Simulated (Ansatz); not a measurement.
SiGe (NiAs type, space group No. 194) under volume change, plane-wave PAW PBE (Ansatz code), shape and atoms relaxed at each volume.

| V (Å³/atom) | E − E(relaxed) (meV/atom) | P (GPa) |
|---|---|---|
| 16.733 | 32.1 | 7.77 |
| 17.285 | ? | ? |
| 17.837 | 0.4 | 1.80 |
| 18.388 | 0.0 | 0.00 |
| 18.940 | 3.5 | -1.91 |
| 19.491 | 13.0 | -3.62 |
| 20.043 | ? | ? |

Problem. Some entries are withheld; supply them.

Solution. 
- 17.285, E − E(relaxed) (meV/atom): 11.1
- 17.285, P (GPa): 4.51
- 20.043, E − E(relaxed) (meV/atom): 28.1
- 20.043, P (GPa): -5.08

Problem. What does a third-order Birch–Murnaghan fit give for V₀, B₀ and B′?

Solution. V₀ = 18.34 Å³/atom, B₀ = 68.3 GPa, B′ = 4.4.

Space group P6_3/mmc (NiAs type). The cell is a constructed one: a structure type filled with these elements; neither database checked (COD, Materials Project) lists it. Its standing as an ambient phase is unchecked. The cell was relaxed with PBE under the symmetry of its start; whether a distortion lowers the energy is not shown.

Potentials: the later of the program's two PAW sets.
